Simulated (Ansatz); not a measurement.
Mo₂N in space group R-3m (No. 166; Mo on 6c, N on 3a), r²SCAN in the plane-wave PAW code Ansatz, all energies at zero smearing, with the estimated change up to a 700 eV cutoff added, with one set of potentials and settings (totals compare only within such a set). Cell of 3 atoms (2 Mo, 1 N): -10320.926 eV.

| element | reference phase | E (eV/atom) |
|---|---|---|
| Mo | Im-3m, 1 atoms in the cell | -4967.5975 |
| N | Pa-3, 8 atoms in the cell | -384.8315 |

Formation energy per atom, worked out: (-10320.926 − 2×(-4967.5975) − 1×(-384.8315))/3 = -0.300 eV/atom (-29 kJ per mol of atoms), at 0 K, without zero-point energy or fitted corrections.

The workflow started from a Materials Project entry (that database holds measured and hypothetical structures alike); the Crystallography Open Database copy checked does not list it. COD files the formula under space group No. 141. Its standing as an ambient phase is unchecked. Symmetry was held in the r²SCAN relaxation; its stability against distortions is not shown here. No spin polarisation was allowed. The references are the lowest solids computed at this level, not always the standard phases (solids in place of the gases).

Potentials: the later of the program's two PAW sets.
